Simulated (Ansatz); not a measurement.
The start is a generated cell, TaAs placed in the AFLOW prototype AB_hP8_186_ab_ab (B5, as in SiC). A full variable-cell relaxation at zero pressure is run with r2SCAN (plane waves to 500 eV, PAW, scalar-relativistic; Ansatz, an electronic-structure program). The first steps use a coarse 7×7×2 k-mesh.

Starting cell:
```yaml
crystal:
  lattice:
    - [3.75361, 0.00000, 0.00000]
    - [-1.87680, 3.25072, 0.00000]
    - [0.00000, 0.00000, 12.28835]
  atoms:
    - { symbol: Ta, position: [0.00000, 0.00000, 0.00000] }
    - { symbol: Ta, position: [0.00000, 0.00000, 0.50000] }
    - { symbol: Ta, position: [0.66667, 0.33333, 0.75018] }
    - { symbol: Ta, position: [0.33333, 0.66667, 0.25018] }
    - { symbol: As, position: [0.00000, 0.00000, 0.81216] }
    - { symbol: As, position: [0.00000, 0.00000, 0.31216] }
    - { symbol: As, position: [0.66667, 0.33333, 0.56329] }
    - { symbol: As, position: [0.33333, 0.66667, 0.06329] }
```

How large is the pressure on the unrelaxed cell, and of which sign?

+45 GPa (positive: the cell is compressed).

By how much does the energy per atom fall from start to end?

0.82 eV/atom.

How does the volume change?

+9.9 %, from 18.74 to 20.59 Å³/atom.

How do the shortest distances between atoms change?

The closest pairs of elements (up to four, under 3.6 Å), start → end: As–Ta 2.30 → 2.51 Å; Ta–Ta 3.75 → 3.38 Å; As–As 3.75 → 3.38 Å.

Is the relaxed structure metallic? Give its gap.

No gap (metallic).

What does it relax into? Give the structure.


Space group P6₃mc (No. 186); a = b = 3.383 Å, c = 16.616 Å, α = β = 90.00°, γ = 120.00°

```json
[
 {"atom": "Ta", "site": "2a", "symmetry": "3m.", "x": "0.0000", "y": "0.0000", "z": "0.0174"},
 {"atom": "Ta", "site": "2b", "symmetry": "3m.", "x": "0.3333", "y": "0.6667", "z": "0.2681"},
 {"atom": "As", "site": "2a", "symmetry": "3m.", "x": "0.0000", "y": "0.0000", "z": "0.1694"},
 {"atom": "As", "site": "2b", "symmetry": "3m.", "x": "0.3333", "y": "0.6667", "z": "0.4194"}
]
```

The space group stays P6₃mc (No. 186) (the run could not lower it), with 8 atoms in the primitive cell. Final values are on a 16×16×3 k-mesh of the relaxed cell. No spin polarisation in the result.

The run could not lose the symmetry of its start: the end is stationary, and may be a saddle point rather than a minimum.

The relaxed structure here is a generated cell of TaAs: the first start was made by placing the elements on the sites of a structure type, and the end was not matched to a known phase here, so it may be hypothetical. Known forms of TaAs include space group No. 109.
